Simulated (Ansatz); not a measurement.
Start of a relaxation of In₃P:

```cif
data_structure
_symmetry_space_group_name_H-M 'Pm-3n'
_symmetry_Int_Tables_number 223
_cell_length_a 5.6781
_cell_length_b 5.6781
_cell_length_c 5.6781
_cell_angle_alpha 90.000
_cell_angle_beta 90.000
_cell_angle_gamma 90.000
_cell_volume 183.07
loop_
_atom_site_label
_atom_site_type_symbol
_atom_site_symmetry_multiplicity
_atom_site_Wyckoff_symbol
_atom_site_fract_x
_atom_site_fract_y
_atom_site_fract_z
_atom_site_occupancy
In1 In 6 c 0.25000 0.00000 0.50000 1
P1 P 2 a 0.00000 0.00000 0.00000 1
```

All numbers below come from Ansatz 0.2.0, DFT PBE, scalar-relativistic, plane waves, PAW. Cutoff 420 eV, Gaussian smearing, Γ-centred meshes. Cell and atoms relax first on a coarse mesh and then on a finer one. In between, the cell is made exact in the group found at 0.06 Å. In metals the finer mesh still leaves noise of several meV/atom or more. The steps can't lower the symmetry of their start. No spin polarisation.

A guess keeps its type if space group and coordination stay and the shape of the cell changes little (axis ratios within about 15 %, angles within 6°); the volume may change.

Q: Does it keep its structure type, or change into something else?

A: It keeps its type: symmetry leaves only the cell edge free. The symmetry stays Pm-3n (No. 223). The end has the A15 type. The volume per atom grows by 10.0 %, from 22.9 to 25.2 Å³. The shortest distance goes from 2.84 Å (In–In) to 2.93 Å (In–In). Counting neighbours within 15 % of an atom's shortest distance, the start has In 6, P 12 and the end In 6, P 12.

The last run used a 6×6×6 mesh for its 8-atom cell and Gaussian smearing of 0.10 eV. A structure relaxed within its symmetry needn't be a true minimum.
